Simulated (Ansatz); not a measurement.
## Tl (hcp, Mg type): frozen-phonon scan

Relaxed Tl (hcp, Mg type):

```yaml
crystal:
  lattice:
    - [3.60750, 0.00000, 0.00000]
    - [-1.80375, 3.12418, 0.00000]
    - [0.00000, 0.00000, 5.57674]
  atoms:
    - { symbol: Tl, position: [0.33333, 0.66667, 0.75000] }
    - { symbol: Tl, position: [0.66667, 0.33333, 0.25000] }
```

The atoms are displaced by Q × the pattern below (from a DFPT mode at Γ, largest move 1; Q in Å), at fixed cell. It is one choice among 2 degenerate patterns.

```json
[
 {"atom": "Tl1", "x": "0.000", "y": "-1.000", "z": "0.000"},
 {"atom": "Tl2", "x": "0.000", "y": "1.000", "z": "0.000"}
]
```

These are PBE (plane waves to 420 eV, PAW, scalar-relativistic; Ansatz, a program for electronic structure) values and carry that method's errors. k mesh 15×15×9 (Γ-centred), Fermi-Dirac smearing 0.05 eV. Energies are smeared free energies. Stress and pressure are positive under compression. With partly filled bands, energies and forces of such displacements shift with the k mesh and the smearing. Spin-orbit coupling is left out, though Tl is heavy. The PAW data are Ansatz's earlier set. The relaxed volume of Tl is well above the measured one; the method has no dispersion term. Tl was relaxed with its symmetry unable to fall. The zero of ΔE is the undisplaced structure.

```tsv
Q (Å)	ΔE (eV/cell)	−dE/dQ from forces (eV/Å)	P (GPa)
-0.280	0.063	0.485	0.6
-0.233	0.042	0.396	0.4
-0.187	0.026	0.309	0.3
-0.140	0.014	0.219	0.2
-0.093	0.006	0.131	0.1
-0.047	0.001	0.057	0.1
0.000	0.000	0.000	0.0
0.047	0.001	-0.048	0.1
0.093	0.004	-0.094	0.1
0.140	0.010	-0.132	0.1
0.187	0.017	-0.159	0.2
0.233	0.024	-0.176	0.2
0.280	0.033	-0.181	0.3
```

Derived quantities:

The energy at Q = 0.280 Å is 33 meV/cell. Space group of the distorted cell: Cmcm (No. 63), lowered from P6_3/mmc. Symmetry of the curve: not even: the negative side lies higher at ±0.280 Å. Shape of the curve: a single well with its minimum at or next to zero displacement. Harmonic wavenumber from the curvature (finite differences): 27 cm⁻¹. Wavenumber by perturbation theory (DFPT, on another k mesh): 29 cm⁻¹.

(For displaced atoms, the force is minus the slope of the energy, and its curvature is a force constant, which sets phonon frequencies.)
